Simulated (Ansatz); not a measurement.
Consider the following.

NiSb:
```
NiSb
1.0
    3.97409     0.00000     0.00000
   -1.98704     3.44166     0.00000
    0.00000     0.00000     5.15950
Ni Sb
2 2
Cartesian
  0.00000   0.00000   0.00000
  0.00000   0.00000   2.57975
  0.00000   2.29444   1.28988
  1.98704   1.14722   3.86963
```

This is the PBE-relaxed structure.

**Question.** All from PBE (plane waves, PAW; program Ansatz), unless another level is named. Predict the electronic character.

**Answer.** metallic (no gap).

**Question.** Next, the formation energy from the elements (no fitted shifts)?

**Answer.** -0.26 eV/atom.

**Question.** What about the density of states at the Fermi level?

**Answer.** 0.54 states/eV per atom (mean over ±0.08 eV).

Space group P6_3/mmc (NiAs type). The PBE relaxation kept the symmetry of its start. No spin polarisation was allowed. The references are the lowest solids computed at this level, not always the standard phases. Scalar-relativistic: spin–orbit coupling is off unless named, which matters more the heavier the elements.

Potentials: the later of the program's two PAW sets.
